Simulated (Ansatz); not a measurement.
Problem. Each is relaxed and computed with the program Ansatz at the PBE level (PAW). Which is the only metal?
A. SiC, Pm-3n (Si on 6c, C on 6d)
B. Si2Ni, Cmcm (Si on 4c, Si on 4c, Ni on 4c)
C. SiO2, CdI2 type
D. HfSiO4, I4_1/amd (Hf on 4a, Si on 4b, O on 16h)

Solution. B, Si2Ni, Cmcm (Si on 4c, Si on 4c, Ni on 4c). Si2Ni: metal; SiO2: gap 6.25 eV (indirect); SiC: gap 1.88 eV (indirect); HfSiO4: gap 5.31 eV (indirect). Constructed cells (a structure type filled with these elements, in neither database checked): Si2Ni, Cmcm (Si on 4c, Si on 4c, Ni on 4c); SiO2, CdI2 type. Typed or built starts, not in the databases checked: SiC, Pm-3n (Si on 6c, C on 6d). Not the usual ambient phase: Si2Ni, Cmcm (Si on 4c, Si on 4c, Ni on 4c); SiO2, CdI2 type; SiC, Pm-3n (Si on 6c, C on 6d). Began spin-polarised and lost the moments: Si2Ni, Cmcm (Si on 4c, Si on 4c, Ni on 4c). Weakly bound layers, chains or molecules computed without a dispersion correction, so cells and soft constants are ill determined: SiO2, CdI2 type. All cells were relaxed under the symmetry of their starts (and spin orders); stability against distortions was not tested throughout. Rows with no word on spin ran without spin polarisation. Spin–orbit coupling is left out wherever it is not named.

Potentials: the later of the program's two PAW sets.
